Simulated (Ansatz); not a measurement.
Mg$_{2}$GeSe$_{4}$:
```
CELL_PARAMETERS angstrom
     13.50393     0.00000     0.00000
      0.00000     7.85523     0.00000
      0.00000     0.00000     6.34025
ATOMIC_POSITIONS crystal
  Mg 0.23113 0.25000 0.49700
  Mg 0.76887 0.75000 0.50300
  Mg 0.26887 0.75000 0.99700
  Mg 0.73113 0.25000 0.00300
  Mg 0.00000 0.00000 0.00000
  Mg 0.50000 0.00000 0.50000
  Mg 0.50000 0.50000 0.50000
  Mg 0.00000 0.50000 0.00000
  Ge 0.91160 0.25000 0.58910
  Ge 0.08840 0.75000 0.41090
  Ge 0.58840 0.75000 0.08910
  Ge 0.41160 0.25000 0.91090
  Se 0.90723 0.25000 0.22124
  Se 0.09277 0.75000 0.77876
  Se 0.59277 0.75000 0.72124
  Se 0.40723 0.25000 0.27876
  Se 0.83195 0.01571 0.75433
  Se 0.16805 0.98429 0.24567
  Se 0.66805 0.98429 0.25433
  Se 0.33195 0.01571 0.74567
  Se 0.33195 0.48429 0.74567
  Se 0.66805 0.51571 0.25433
  Se 0.16805 0.51571 0.24567
  Se 0.83195 0.48429 0.75433
  Se 0.07091 0.25000 0.74802
  Se 0.92909 0.75000 0.25198
  Se 0.42909 0.75000 0.24802
  Se 0.57091 0.25000 0.75198
```

Relaxed with r²SCAN. Special points in fractions of this cell's reciprocal vectors: Γ (0.000, 0.000, 0.000); X (0.500, 0.000, 0.000); S (0.500, 0.500, 0.000); Y (0.000, 0.500, 0.000); Z (0.000, 0.000, 0.500); U (0.500, 0.000, 0.500); R (0.500, 0.500, 0.500); T (0.000, 0.500, 0.500).

**Question.** List the band energies nearest the valence-band maximum at these points for plane-wave PAW r²SCAN (Ansatz code).

**Answer.** In eV from the valence-band maximum; about four levels below and three above (degenerate sets whole), none deeper than 8.9 eV; points with the same levels are listed once.

```
k                    below                above
-  -----------------------  -------------------
Γ   -0.23 -0.08 -0.04 0.00       2.05 2.22 2.81
X  -0.20 -0.20 -0.08 -0.08  2.34 2.34 2.89 2.89
S  -0.22 -0.22 -0.22 -0.22  2.98 2.98 2.98 2.98
Y  -0.48 -0.48 -0.46 -0.46  2.97 2.97 3.08 3.08
Z  -0.36 -0.36 -0.20 -0.20  2.12 2.12 2.60 2.60
U  -0.30 -0.30 -0.24 -0.24  2.23 2.23 2.56 2.56
R  -0.49 -0.49 -0.49 -0.49  2.59 2.59 2.59 2.59
T  -0.46 -0.46 -0.45 -0.45  2.50 2.50 2.74 2.74
```

Space group Pnma. The workflow started from a Materials Project entry (that database holds measured and hypothetical structures alike); the Crystallography Open Database files this formula in space group No. 62, but the cells were not matched. Whether it is the stable phase at ambient conditions was not checked. Symmetry was held in the r²SCAN relaxation; its stability against distortions is not shown here. Spin–orbit coupling is left out wherever it is not named.

Potentials: the later of the program's two PAW sets.
